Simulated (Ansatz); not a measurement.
input.yaml (Ansatz)

```yaml
crystal:
  lattice:
    - [2.5669489199, 0.0, 0.0]
    - [-1.2834744599, 2.2230429749, 0.0]
    - [0.0, 0.0, 9.536991852]
  atoms:
    - { symbol: Zn, position: [0.0, 1.0, 0.0] }
    - { symbol: Zn, position: [0.0, 0.0, 0.5] }
    - { symbol: Zn, position: [0.3333333333, 0.6666666667, 0.25] }
    - { symbol: Zn, position: [0.6666666667, 0.3333333333, 0.75] }
hamiltonian:
  xc: lda
  pseudopotentials:
    kind: paw
    azcp:
      Zn: "pseudopotentials/Zn.paw.azcp"
basis:
  ecutwfc: 420
  fft_grid_basis: typed
kpoints:
  mp_grid: { grid: [18, 18, 5], shift: [0, 0, 0] }
magnetization:
  spin_polarized: false
scf:
  occupations: { method: fermi_dirac, width: 0.1 }
```

Terminal output

```
Warning: the record states the generating functional pbe (its physics header spells it `PBE`), which answers neither for hamiltonian.xc's functional nor for the lda family's — results may be inconsistent (PPs are generated against a specific XC)
Engine: ansatz 0.2.0, x86_64-unknown-linux-gnu
Pseudopotentials: kind: paw
Pseudopotential: Zn, paw, valence charge 12, recommended cutoff 420 eV (normal) 
Functional definition: SPW92
  exchange = slater_x
  correlation = pw_c
Crystal: 4 atoms, lattice volume = 54.422 Å³
Basis set: ecut = 420 eV, 1093 PW (Γ)
Bands: 28, of which v1, the nominal top of the filled ones, is band 24 counted from 1 (23 counted from 0)
Symmetry: 24 space group operations
Space group: P63/mmc (ITA 194), of the structure as read, at distance tolerance 3.8e-5 Å
k-points: 111 of 1620
Non-local potential: Zn, projectors of the file, l = 0: 2, l = 1: 2, l = 2: 3, l = 3: 1
PAW form: soft (Blöchl's): semilocal exchange-correlation on the pseudo side does not see the compensation charge
PAW frozen core: Zn, regenerated for the run's functional, and the local potential with it (the file was generated under x = pbe(κ = 0.804, μ = 0.2195149727645171), c = pbe(β = 0.06672455060314922))
PAW one-centre angular grid: Zn, 590 points (default); XC on 64 Gauss nodes
Initial density: superposition of atomic densities (neutral atoms: chi_scale 0, normalization atom), corrected by the library's trained network
Initial wavefunctions: pseudopotential atomic-orbital guess
Functional: x = slater, c = lda
SCF iter   1: F=—  HF=-12985.003600 eV  |F-HF|=—  |Δ(HF+E_count)|=         —  Δρ=6.19e-3  dr2=7.59e-3  ethr=1.77e-3  ⟨swp⟩=5.6  Hψ=12507  notcnv=0
SCF iter   2: F=—  HF=-12985.002709 eV  |F-HF|=—  |Δ(HF+E_count)|=   8.90e-4  Δρ=1.56e-3  dr2=7.93e-4  ethr=1.58e-5  ⟨swp⟩=2.1  Hψ=6508  notcnv=0
SCF iter   3: F=—  HF=-12985.002323 eV  |F-HF|=—  |Δ(HF+E_count)|=   3.87e-4  Δρ=1.37e-3  dr2=3.58e-4  ethr=1.65e-6  ⟨swp⟩=2.0  Hψ=5743  notcnv=0
SCF iter   4: F=—  HF=-12985.002321 eV  |F-HF|=—  |Δ(HF+E_count)|=   1.48e-6  Δρ=4.82e-4  dr2=1.26e-4  ethr=7.46e-7  ⟨swp⟩=2.6  Hψ=5466  notcnv=0
SCF iter   5: F=—  HF=-12985.002288 eV  |F-HF|=—  |Δ(HF+E_count)|=   3.28e-5  Δρ=6.09e-5  dr2=1.80e-6  ethr=2.62e-7  ⟨swp⟩=2.5  Hψ=5305  notcnv=0
SCF iter   6: F=—  HF=-12985.002290 eV  |F-HF|=—  |Δ(HF+E_count)|=   1.05e-6  Δρ=3.08e-5  dr2=2.54e-7  ethr=3.75e-9  ⟨swp⟩=2.8  Hψ=5771  notcnv=0
SCF iter   7: F=-12985.002290 eV  HF=-12985.002290 eV  |F-HF|=6.82e-8  |Δ(HF+E_count)|=   4.94e-7  Δρ=1.37e-5  dr2=5.97e-8  ethr=2.08e-10  ⟨swp⟩=3.3  Hψ=9286  notcnv=0
SCF 1 converged in 7 iterations: F = -12985.002290 eV  dr2 = 5.97e-8
SCF converged after 7 iterations
Free energy (F): -12985.002290 eV
Harris-Foulkes:  -12985.002290 eV  (|F-HF|=6.82e-8)
Internal energy: -12984.979950 eV  (E = F + TS)
E sigma→0 (E₀):  -12984.991120 eV
Entropy (-TS):   -0.022340 eV (-5.585 meV/atom)
Fermi energy:    12.453928 eV
--- Per-component energies (eV) ---
  E_band       = 242.896040
  E_kinetic    = 530.678227
  E_local      = -5871.225905  (includes V_loc(G=0)·N_el)
  E_nonlocal   = 2450.553642
  E_hartree    = 2460.074210
  E_xc         = -547.832671
  E_vxc        = -221.155917  (∫ρ·V_xc dr)
  E_paw        = -7009.482518  (= ΣΔE_a)
  E_vpaw       = -1566.116575  (= ΣTr[D̂ρ^β])
  E_aug_tail   = -0.001487  (compensation charges beyond the density's cutoff)
  E_ewald      = -5003.972013
  E_core_change = 6.228565  (= ΣΔE_core)
  E_smearing   = -0.022340  (= −TS)
  E_closure    = -0.000000  (closes the sum)
  Σ components = -12985.002290   (vs F -12985.002290, Δ=0.00e0)
```

Command:

```sh
ansatz run input.yaml --threads 2 --pin off --max-ram 5120MiB --backend cpu --events-out ev --progress --plain --runs-dir out
```

On 2 threads of Intel(R) Xeon(R) 6975P-C (Granite Rapids) (shared host) this took about 3 s of wall time and 5.6 s of CPU time.
